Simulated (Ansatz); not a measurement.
Data:

HfSiSe:
```
CELL_PARAMETERS angstrom
      3.52826     0.00000     0.00000
      0.00000     3.52826     0.00000
      0.00000     0.00000     9.30466
ATOMIC_POSITIONS crystal
  Hf 0.00000 0.50000 0.77128
  Hf 0.50000 0.00000 0.22872
  Si 0.00000 0.00000 0.00000
  Si 0.50000 0.50000 0.00000
  Se 0.50000 0.00000 0.64832
  Se 0.00000 0.50000 0.35168
```

This is the r²SCAN-relaxed structure.

Q: All from plane-wave PAW r²SCAN (Ansatz code), unless another level is named. Give the electronic character.

A: metallic (no gap).

Q: What about the density of states at the Fermi level?

A: 0.14 states/eV per atom (mean over ±0.08 eV).

Q: What about the formation energy from the elements (no fitted shifts)?

A: -1.10 eV/atom.

Space group P4/nmm. The workflow started from a Materials Project entry (that database holds measured and hypothetical structures alike); the Crystallography Open Database files this formula in space group No. 129, but the cells were not matched. Its standing as an ambient phase is unchecked. The r²SCAN relaxation kept the symmetry of its start; whether a distortion lowers the energy is not shown. No spin polarisation was allowed. The references are the lowest solids computed at this level, not always the standard phases. Scalar-relativistic: spin–orbit coupling is off unless named, which matters more the heavier the elements.

Potentials: the later of the program's two PAW sets.
